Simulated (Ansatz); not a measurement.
All numbers below come from Ansatz 0.2.0, DFT PBE, scalar-relativistic, plane waves, PAW. All cells share a 420 eV cutoff and Γ-centred k meshes spaced at most about 0.3 Å⁻¹ (about 0.25 or finer for metals, 2π included). No spin polarisation in the final relaxations.

All energies are static (0 K, no zero-point motion).

Two forms of In2SnTe3 were relaxed alike.

A.

Space group P4mm (No. 99). a = 4.453 Å, b = 4.453 Å, c = 10.501 Å, α = 90.00°, β = 90.00°, γ = 90.00°
```json
{"atom": "In", "site": "1b", "symmetry": "4mm", "x": "0.5000", "y": "0.5000", "z": "0.7538"}
{"atom": "In", "site": "1a", "symmetry": "4mm", "x": "0.0000", "y": "0.0000", "z": "0.2422"}
{"atom": "Sn", "site": "1a", "symmetry": "4mm", "x": "0.0000", "y": "0.0000", "z": "0.5326"}
{"atom": "Te", "site": "2c", "symmetry": "2mm.", "x": "0.5000", "y": "0.0000", "z": "0.0136"}
{"atom": "Te", "site": "1b", "symmetry": "4mm", "x": "0.5000", "y": "0.5000", "z": "0.4441"}
```

B.

Space group P4/mmm (No. 123). a = 5.923 Å, b = 5.923 Å, c = 6.048 Å, α = 90.00°, β = 90.00°, γ = 90.00°
```
atom  site  symmetry       x       y       z
  In    1a     4/mmm  0.0000  0.0000  0.0000
  In    1c     4/mmm  0.5000  0.5000  0.0000
  Sn    1d     4/mmm  0.5000  0.5000  0.5000
  Te    2f      mmm.  0.0000  0.5000  0.0000
  Te    1b     4/mmm  0.0000  0.0000  0.5000
```

Problem. Which is lower in energy, and by how much?

Solution. A is lower, by 118 meV/atom. A has space group P4mm (No. 99), 34.7 Å³/atom and no gap on its mesh; B has space group P4/mmm (No. 123), 35.4 Å³/atom and no gap. Counting Te atoms around In and Sn (those within 1.25 times the shortest such distance or 1.15 times the sum of covalent radii; a plus sign parts nearer from farther groups; the shortest distance is added where it is long for a bond; a slash parts the counts of unlike sites), A has In 5/4+4, Sn 4 from 3.3 Å and B has In 4/6, Sn 12 from 4.2 Å. Both come from invented guesses. A third cell relaxed alike, in P-4m2, lies 131 meV/atom below the lower of the two.

Spin–orbit coupling, which can matter for Te, is left out. Cells relaxed within their symmetry can be saddle points.
